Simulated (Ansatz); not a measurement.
# Property card for KLuS$_{2}$

KLuS2:
```xyz
4
Lattice="1.9545 1.1284 7.2370 -1.9545 1.1284 7.2370 0.0000 -2.2569 7.2370" Properties=species:S:1:pos:R:3 pbc="T T T"
Lu     0.0000     0.0000    10.8554
K      0.0000     0.0000     0.0000
S      0.0000     0.0000     5.0676
S      0.0000     0.0000    16.6433
```

Space group R-3m (No. 166); conventional cell a = b = 3.9090 Å, c = 21.7109 Å, α = β = 90.00°, γ = 120.00°.

Method: PBEsol in the plane-wave PAW code Ansatz. Geometry: relaxed at this level of theory. Other levels are named where they apply.

**Cell and energy**

```json
{
 "volume_per_atom": "23.94 Å³",
 "density": "4.82 g/cm³",
 "Formation energy from the elements (no fitted shifts)": "-1.89 eV/atom"
}
```

**Electronic structure**

```json
{
  "band_gap": "2.10 eV (indirect)",
  "valence_band_maximum": "at Γ",
  "conduction_band_minimum": "at F (3 equivalent valleys)",
  "smallest_direct_gap_on_the_standard_path": "2.97 eV",
  "electron_effective_mass": "0.28, 0.51, 1.8 mₑ (principal values)",
  "Electron effective mass with spin–orbit coupling": "0.28, 0.51, 1.8 mₑ (principal values)",
  "Hole effective mass, band 1 of 2 at the edge": "0.77 along x, 2.5 along z (mₑ)",
  "Hole effective mass, band 2 of 2 at the edge": "0.21 along x, 2.5 along z (mₑ)",
  "Hole effective mass with spin–orbit coupling": "0.33, 0.33, 2.4 mₑ (principal values)",
  "HSE06 gap on the PBEsol cell": "3.23 eV",
  "Gap with spin–orbit coupling": "2.05 eV"
}
```

**Mechanics**

```json
{
  "Bulk modulus (Birch–Murnaghan fit)": "48.9 GPa",
  "Pressure derivative B′": "4.6",
  "Elastic constants (relaxed ions, GPa)": "C11 = 101, C12 = 25.4, C13 = 26.3, C14 = 10.7, C33 = 85.0, C44 = 30.8",
  "mechanical_stability": "stable (all eigenvalues of C positive)",
  "hill_bulk_and_shear_moduli": "49.1 and 32.4 GPa",
  "Young's modulus": "79.6 GPa",
  "Poisson's ratio": "0.23",
  "debye_temperature_from_the_elastic_constants": "296 K"
}
```

**Dielectric response**

```json
{
  "Electronic dielectric constant ε∞ (DFPT)": "5.62 (xx = yy), 4.22 (zz)",
  "Static dielectric constant ε0 (ions relaxed, cell fixed)": "14.2 (xx = yy), 7.75 (zz)",
  "Born charges (a third of the trace)": "Lu +3.41, K +1.27, S -2.34 e"
}
```

**Phonons**

```json
{
 "Highest zone-centre frequency (without LO–TO term)": "8.42 THz",
 "zone_centre_stability": "no imaginary mode at Γ"
}
```

The measured cell (COD 2105802, doi:10.1107/S2052520613034574; 301 K, pressure taken as ambient) has 24.61 Å³ per atom; the computed volume differs by -2.7 %, which includes thermal expansion and zero-point motion.

The workflow started from an entry of the Crystallography Open Database (COD, 301 K). Whether it is the stable phase at ambient conditions was not checked. The cell was relaxed with PBEsol under the symmetry of its start. The references are the lowest solids computed at this level, not always the standard phases. Spin–orbit coupling is left out wherever it is not named.

Potentials: the later of the program's two PAW sets.
